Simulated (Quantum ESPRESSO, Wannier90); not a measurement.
## ZnSnP$_{2}$ (P-4m2), plane waves to Wannier functions

Materials Project entry mp-1215429; symmetrised, unrelaxed at this level. Not found in the COD (Crystallography Open Database) copy used; not checked further. Method: PBEsol plane waves in Quantum ESPRESSO 7.5 (PseudoDojo norm-conserving files, 68 Ry, spinors with spin-orbit coupling), Bloch states on a 6×6×4 mesh through Γ, Wannier90 4.0.1. Density: 8×8×6 mesh, Gaussian smearing 0.01 Ry.

On the energy scale of pw.x, whose zero is arbitrary, the valence-band maximum lies at 8.00 eV.

Isolated groups of bands, relative to the valence-band maximum (bands from 45 on overlap up to the last one computed):

```json
[
 {"bands": "1–2", "from (eV)": "-125.41", "to (eV)": "-125.41", "filling": "filled", "weight on atomic waves": "Zn 3s 99 %"},
 {"bands": "3–4", "from (eV)": "-81.77", "to (eV)": "-81.77", "filling": "filled", "weight on atomic waves": "Zn 3p 100 %"},
 {"bands": "5–8", "from (eV)": "-78.71", "to (eV)": "-78.70", "filling": "filled", "weight on atomic waves": "Zn 3p 100 %"},
 {"bands": "9–12", "from (eV)": "-22.18", "to (eV)": "-22.16", "filling": "filled", "weight on atomic waves": "Sn 4d 100 %"},
 {"bands": "13–18", "from (eV)": "-21.17", "to (eV)": "-21.11", "filling": "filled", "weight on atomic waves": "Sn 4d 100 %"},
 {"bands": "19–22", "from (eV)": "-12.39", "to (eV)": "-9.94", "filling": "filled", "weight on atomic waves": "P 3s 64 %, Sn 5p 13 %, Sn 5s 11 %"},
 {"bands": "23–44", "from (eV)": "-8.06", "to (eV)": "0.00", "filling": "filled", "weight on atomic waves": "Zn 3d 45 %, P 3p 36 %, Sn 5p 8 %"}
]
```

Input w.win:

```
num_bands = 66
num_wann = 42
exclude_bands = 1-18
spinors = true
num_iter = 1000
conv_tol = 1.0e-6
conv_window = 4
dis_num_iter = 1000
dis_conv_tol = 1.0e-6
dis_froz_max = 1.96
write_hr = true
write_u_matrices = true
begin projections
f=0.00819,-0.00883,-0.00236: s;p;d
f=0.50805,0.50928,0.49840: s;p
f=-0.00524,0.49147,0.22175: s;p
f=0.50712,-0.01004,-0.22854: s;p
end projections
begin unit_cell_cart
ang
    4.0039000000    0.0000000000    0.0000000000
    0.0000000000    4.0039000000    0.0000000000
    0.0000000000    0.0000000000    5.6231800000
end unit_cell_cart
begin atoms_frac
Zn   0.0000000000  0.0000000000  0.0000000000
Sn   0.5000000000  0.5000000000  0.5000000000
P    0.0000000000  0.5000000000  0.2270600000
P    0.5000000000  0.0000000000 -0.2270600000
end atoms_frac
mp_grid = 6 6 4
begin kpoints
0.0000000000 0.0000000000 0.0000000000
0.0000000000 0.0000000000 0.2500000000
0.0000000000 0.0000000000 0.5000000000
... (141 more lines: the 6x6x4 mesh through Gamma)
end kpoints
```

The run ends without an error message, but its bands miss those of pw.x by 195 meV rms and 1.42 eV at worst (states up to 1.5 eV relative to the valence-band maximum).

**Question.** What is the mistake?

**Answer.** Window typed relative to the reference level, not as an absolute energy. With that mended (42 functions from bands 19-84 of the 84 computed, start hydrogen-like Zn: s;p;d; Sn: s;p; P: s;p, centres 0.05 Å off the atoms, frozen window up to 1.96 eV relative to the valence-band maximum, outer window open) the misfit is 7.0 meV rms.
